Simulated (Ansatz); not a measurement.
# How much do the gradients of WS₂ depend on the method?

Cell: a structure deposited in the COD, ions relaxed with PBE at fixed cell.

Space group P6_3/mmc (No. 194); a = 3.1800, c = 12.5000 Å, γ = 120.00°.

| site | Wyckoff | site symmetry | x | y | z |
| --- | --- | --- | --- | --- | --- |
| W | 2c | -6m2 | 0.3333 | 0.6667 | 0.2500 |
| S | 4f | 3m. | 0.3333 | 0.6667 | 0.6245 |

One atom of each set is listed.

First run. Method: Kohn–Sham DFT in Ansatz, PBE, plane waves and PAW, scalar-relativistic, collinear spin, 420 eV cutoff, Γ-centred 11×11×3 k-points, Fermi–Dirac smearing 0.02 eV. Start moments as typed (μB): 2 on each W, none on the rest.

```tsv
site	V_zz (10²¹ V/m²)	η
W	-17.56	0.00
S	-4.57	0.00
```

Second run. The same atoms and settings, except that the functional is LDA.

Task: Given the first result, estimate the second.

Result: 

```tsv
site	V_zz	η	change of V_zz
W	-17.84	0.00	-0.28
S	-4.62	0.00	-0.05
```

The largest change of V_zz is on W, from -17.56 to -17.84. In per cent, |V_zz| changes by +2 on W, +1 on S (all sites that start above 0.5).

Without spin–orbit coupling the gradients at and beside W can be off by some per cent, at some sites by more. The start moments die out, and the run ends without spin.
For the second run: At this cell the LDA pressure is -6 GPa, so with LDA the cell would shrink if it were relaxed. The largest force is 0.5 eV/Å, so the atoms aren't at the calculated equilibrium and relaxing them would move these values.
